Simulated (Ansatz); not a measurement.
Data sheet: ZrTa (DFT)

ZrTa:
```xyz
4
Lattice="4.6931 0.0000 0.0000 0.0000 3.5579 0.0000 0.0000 0.0000 4.9598" Properties=species:S:1:pos:R:3 pbc="T T T"
Ta     1.1733     0.0000     4.0116
Ta     3.5198     0.0000     0.9482
Zr     1.1733     1.7789     1.3758
Zr     3.5198     1.7789     3.5840
```

Space group Pmma (No. 51); conventional cell a = 4.693 Å, b = 3.558 Å, c = 4.960 Å, α = β = γ = 90.00°.

Method: the program Ansatz at the PBE level (PAW). Geometry: relaxed at this level of theory. Other levels are named where they apply.

### Cell and energy

- Volume per atom: 20.70 Å³
- Density: 10.91 g/cm³
- Formation energy from the elements (no fitted shifts): 149 meV/atom

### Electronic structure

* **Electronic character**: metallic (no gap)
* **Density of states at the Fermi level**: 1.2 states/eV per atom (mean over ±0.08 eV)

### Mechanics

* **Bulk modulus (Birch–Murnaghan fit)**: 119 GPa
* **Pressure derivative B′**: 4.1

The start of the workflow was typed in or built on a structure type; neither database checked (COD, Materials Project) lists it. Its standing as an ambient phase is unchecked. The PBE relaxation kept the symmetry of its start; whether a distortion lowers the energy is not shown. The run is not spin-polarised. Axis ratios of metals converge slowly with the k-mesh, so a and c are less sure than the volume. The references are the lowest solids computed at this level, not always the standard phases. Scalar-relativistic: spin–orbit coupling is off unless named, which matters more the heavier the elements.

Potentials: the later of the program's two PAW sets.
